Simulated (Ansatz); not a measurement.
# Zn₄SeS₃ (P-43m) at 3 levels of theory

One geometry, relaxed with PBE; plane waves with PAW potentials in Ansatz, scalar-relativistic. No spin polarisation. Gaps are the least over mesh and band path; pressure is positive in compression.

```
Zn Se S
1.0
     5.51558    0.00000    0.00000
     0.00000    5.51558    0.00000
     0.00000    0.00000    5.51558
Zn Se S
4 1 3
Direct
  0.74361 0.74361 0.74361
  0.74361 0.25639 0.25639
  0.25639 0.74361 0.25639
  0.25639 0.25639 0.74361
  0.00000 0.00000 0.00000
  0.50000 0.50000 0.00000
  0.50000 0.00000 0.50000
  0.00000 0.50000 0.50000
```

```json
{"level": "PBE", "cutoff (eV)": "420", "k mesh": "6×6×6", "gap (eV)": "1.73", "pressure (GPa)": "0.0"}
{"level": "r2SCAN", "cutoff (eV)": "500", "k mesh": "6×6×6", "gap (eV)": "2.27", "pressure (GPa)": "-2.2"}
{"level": "LDA", "cutoff (eV)": "420", "k mesh": "6×6×6", "gap (eV)": "1.48", "pressure (GPa)": "-5.7"}
```

The cell was found from a structure generator's guess, not taken from experiment.
